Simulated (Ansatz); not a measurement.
# Formation energy of KF (Carobbiite)

```xyz
2
Lattice="0.0000 2.7094 2.7094 2.7094 0.0000 2.7094 2.7094 2.7094 0.0000" Properties=species:S:1:pos:R:3 pbc="T T T"
K     0.0000    0.0000    0.0000
F     2.7094    2.7094    2.7094
```

The cell comes from a relaxation on PAW files under the same functional, begun from a database entry that needn't be the ground state.

Level of theory: DFT with PBE, scalar-relativistic, in Ansatz 0.2.0; a Γ-centred 9×9×9 k mesh, Fermi–Dirac smearing of 0.02 eV, no spin polarisation. LAPW: all electrons, basis error target 0.5 meV/atom; PAW: frozen-core files, cutoff 420 eV.

The elements are taken as F F2 gas, K bcc, each relaxed on PAW files under the same functional and computed by the same method as the compound; zero-point and thermal terms are left out.

(1) What is the formation energy by LAPW, and how far do the other methods lie from it?

(2) Give the LAPW value for one formula unit in kJ/mol.

Answers

(1) -2.709 eV/atom; PAW -3.3 meV/atom. The compound is bound against these elements; other compounds of the system weren't compared.

(2) -2.709 eV/atom × 2 atoms × 96.485 kJ/(mol·eV) = -522.8 kJ/mol, at zero temperature and without zero-point motion.
